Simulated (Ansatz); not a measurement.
CaGe₂Pd₂: do energies and stresses tell the same story?

Theory: Ansatz 0.2.0, DFT PBEsol, scalar-relativistic, plane waves, PAW.

Plane waves to 420 eV, a k mesh through Γ of 12×12×12 on the computed 5-atom cell and Gaussian smearing (0.10 eV); no spin polarisation.

Relaxed cell: I4/mmm, a = 4.270 Å, b = 4.270 Å, c = 10.094 Å, α = 90.00°, β = 90.00°, γ = 90.00°, 5 atoms in the primitive cell. Whether it is the stable form of this composition wasn't checked.

Energies at zero smearing and pressures from the stress tensor, at volumes with shape and atoms relaxed:
| V (Å³/atom) | E − E(first) (meV/atom) | P (GPa) |
| --- | --- | --- |
| 16.195 | 0.00 | 16.38 |
| 16.747 | -47.24 | 11.25 |
| 17.299 | -78.37 | 6.89 |
| 17.851 | -95.61 | 3.16 |
| 18.403 | -100.94 | 0.00 |
| 18.955 | -96.24 | -2.68 |
| 19.507 | -83.18 | -4.88 |
| 20.243 | -55.22 | -7.22 |

Task: Check P = −dE/dV between neighbouring volumes, and get the bulk modulus from the pressures alone.

Result: With 1 eV/Å³ = 160.2 GPa:
```json
{"middle V (Å³/atom)": "16.471", "−ΔE/ΔV (GPa)": "13.709", "mean P (GPa)": "13.818"}
{"middle V (Å³/atom)": "17.023", "−ΔE/ΔV (GPa)": "9.033", "mean P (GPa)": "9.072"}
{"middle V (Å³/atom)": "17.575", "−ΔE/ΔV (GPa)": "5.003", "mean P (GPa)": "5.027"}
{"middle V (Å³/atom)": "18.127", "−ΔE/ΔV (GPa)": "1.549", "mean P (GPa)": "1.581"}
{"middle V (Å³/atom)": "18.679", "−ΔE/ΔV (GPa)": "-1.366", "mean P (GPa)": "-1.339"}
{"middle V (Å³/atom)": "19.231", "−ΔE/ΔV (GPa)": "-3.790", "mean P (GPa)": "-3.777"}
{"middle V (Å³/atom)": "19.875", "−ΔE/ΔV (GPa)": "-6.086", "mean P (GPa)": "-6.049"}
```

The two differ by 0.11 GPa at most. The mean of two end pressures misses the average over a step by about ΔV² P″/12, up to 0.06 GPa here; with that taken off 0.04 GPa remains. The stress is the derivative of the free energy, not of the energy at zero smearing, and with free energies 0.01 GPa remains. Around V = 18.403 Å³/atom, the two neighbours give B = −V ΔP/ΔV = 18.403 × 5.84 / 1.104 = 97.3 GPa, against B0 = 95.7 GPa from the Birch–Murnaghan fit of the energies.